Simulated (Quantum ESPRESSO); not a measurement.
pw.x input (Quantum ESPRESSO 7.5; LDA, PseudoDojo standard norm-conserving files, scalar-relativistic):

```
&CONTROL
  calculation = 'scf'
  pseudo_dir = './pseudo'
  outdir = './out'
  tprnfor = .true.
  tstress = .true.
/
&SYSTEM
  ibrav = 0
  nat = 1
  ntyp = 1
  ecutwfc = 92.0
  ecutrho = 368.0
  occupations = 'smearing'
  smearing = 'fd'
  degauss = 0.005
  nbnd = 14
/
&ELECTRONS
  conv_thr = 1e-10
/
ATOMIC_SPECIES
Cu 63.5460 Cu.upf
CELL_PARAMETERS angstrom
  0.000000000000   1.788715000000   1.788715000000
  1.788715000000   0.000000000000   1.788715000000
  1.788715000000   1.788715000000   0.000000000000
ATOMIC_POSITIONS crystal
Cu   0.000000000000   0.000000000000   0.000000000000
K_POINTS automatic
22 22 22 0 0 0
```

End of the output:

```
     total energy              =    -378.92407553 Ry
     estimated scf accuracy    <       0.00000009 Ry
     total energy              =    -378.92407554 Ry
     estimated scf accuracy    <          3.5E-09 Ry
     total energy              =    -378.92407554 Ry
     estimated scf accuracy    <          4.9E-10 Ry
[...]
     the Fermi energy is    17.6714 ev
!    total energy              =    -378.92407554 Ry
     estimated scf accuracy    <          5.7E-11 Ry
     smearing contrib. (-TS)   =      -0.00029455 Ry
     internal energy E=F+TS    =    -378.92378098 Ry
     The total energy is F=E-TS. E is the sum of the following terms:
     one-electron contribution =    -198.93211707 Ry
     hartree contribution      =     110.90825940 Ry
     xc contribution           =     -46.07058118 Ry
     ewald contribution        =    -244.82934214 Ry
     convergence has been achieved in  10 iterations
     Forces acting on atoms (cartesian axes, Ry/au):
     atom    1 type  1   force =     0.00000000    0.00000000    0.00000000
     Total force =     0.000000     Total SCF correction =     0.000000
     Computing stress (Cartesian axis) and pressure
          total   stress  (Ry/bohr**3)                   (kbar)     P=      -87.52
  -0.00059492  -0.00000000  -0.00000000          -87.52       -0.00       -0.00
  -0.00000000  -0.00059492  -0.00000000           -0.00      -87.52       -0.00
  -0.00000000  -0.00000000  -0.00059492           -0.00       -0.00      -87.52
```

Geometry of the Materials Project entry, not relaxed at this level.
